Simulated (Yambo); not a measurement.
PbSe (rock salt, space group Fm-3m, No. 225): a test of whether the lowest BSE state is resolved, against the k mesh (Yambo, LDA bands; otherwise 3 valence and 3 conduction bands, static screening with 36 bands and a 4 Ry block, scissor 0.58 eV, Tamm-Dancoff).

| k mesh | direct gap (eV) | lowest state (eV) | difference (eV) | k points taking part | rough cost |
|---|---|---|---|---|---|
| 4×4×4 | 0.86 | 0.86 | 0.00 | 4.0 | about 1/20 |
| 6×6×6 | 0.86 | 0.84 | 0.03 | 4.0 | about 1/4 |
| 8×8×8 | 0.86 | 0.83 | 0.03 | 4.0 | 1 |

The last step moves the difference by 0.01 eV. Even the densest mesh doesn't resolve the state: none of these energies is a result, and the difference is no binding energy.

These are vertical excitations (zero momentum). The scissor comes from a G0W0 run whose convergence isn't established; costs are rough.

Spin-orbit coupling is left out; with 6p states at a band edge it can lower the gap by many tenths of an eV, most of a small gap. So small a LDA gap in heavy elements may be inverted, where one-shot corrections to single bands mislead.

The standard potentials for Pb, Se keep a d shell in the valence without the s and p states of that shell. In tests on such compounds this moved G0W0 gaps by up to about 0.9 eV, so absolute quasiparticle energies here are unreliable; differences between settings are what counts.

Geometry of the Materials Project entry, not relaxed at this level; primitive cell a = 4.3711 Å, b = 4.3711 Å, c = 4.3711 Å, α = 60.00°, β = 60.00°, γ = 60.00°.
